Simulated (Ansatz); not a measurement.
The relaxed structure here is a generated cell of SnO: the first start was made by placing the elements on the sites of a structure type, and the end was not matched to a known phase here, so it may be hypothetical. Known forms of SnO include space group No. 129.

One starting cell of SnO (a generated trial cell of SnO in the PtS structure type) was relaxed twice with Ansatz (plane waves, PAW, scalar-relativistic): with r2SCAN at 500 eV and with PBE at 420 eV. The r2SCAN result:

```
SnO
1.0
    3.19832     0.00000     0.00000
    0.00000     3.19832     0.00000
    0.00000     0.00000     6.24946
Sn O
2 2
Direct
  0.00000   0.50000   0.00000
  0.50000   0.00000   0.50000
  0.00000   0.00000   0.25000
  0.00000   0.00000   0.75000
```

```csv
quantity,r2SCAN,PBE
space group,P4₂/mmc,P4₂/mmc
volume (Å³/atom),15.98,(withheld)
a (Å),3.198,(withheld)
c (Å),6.249,(withheld)
"gap (eV, no spin-orbit coupling)",0.00,(withheld)
```

**Question.** Fill in the PBE column.

**Answer.** 
- volume (Å³/atom), PBE: 16.88
- a (Å), PBE: 3.263
- c (Å), PBE: 6.341
- gap (eV, no spin-orbit coupling), PBE: 0.00

Both levels end in the same structure; PBE's volume is 5.6 % larger. Neither column is exact.

No spin polarisation in the result.

The run could not lower the symmetry of its start; a shaken copy of this end point relaxes with r2SCAN to Pmma (No. 51), 0.05 eV/atom lower.

Ansatz is an electronic-structure program.
